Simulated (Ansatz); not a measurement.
GaN (zinc blende, space group No. 216), r²SCAN in the plane-wave PAW code Ansatz. The conduction-band minimum lies at Γ, with 1 equivalent valley. Second derivatives d²E/dk² of the lowest band at one valley (eV·Å²), along Cartesian directions:

| direction | d²E/dk² |
|---|---|
| [100] | 44.49 |
| [010] | 44.49 |
| [001] | 44.49 |
| [110] | 44.48 |
| [101] | 44.48 |
| [011] | 44.48 |

### Question
Find the principal effective masses, the density-of-states mass and the conductivity mass.

### Answer
Off-diagonal terms follow from H_xy = H[110] − (H_xx + H_yy)/2, and m*/mₑ = 7.620 eV·Å² over each eigenvalue: 0.17, 0.17, 0.17. One valley's DOS mass (m₁m₂m₃)^(1/3) = 0.17, conductivity mass 3/(Σ 1/mᵢ) = 0.17 mₑ.

### Question
What effective density of states Nc follows at 300 K for parabolic valleys?

### Answer
Nc = 2.509e19 × 1 × (0.17)^(3/2) ≈ 1.8e18 cm⁻³.

Space group F-43m (zinc blende). Symmetry was held in the r²SCAN relaxation. Scalar-relativistic: spin–orbit coupling is off unless named, which matters more the heavier the elements.

Potentials: the later of the program's two PAW sets.

Edges and masses are those of Kohn–Sham bands, whose gap is no quasiparticle gap.
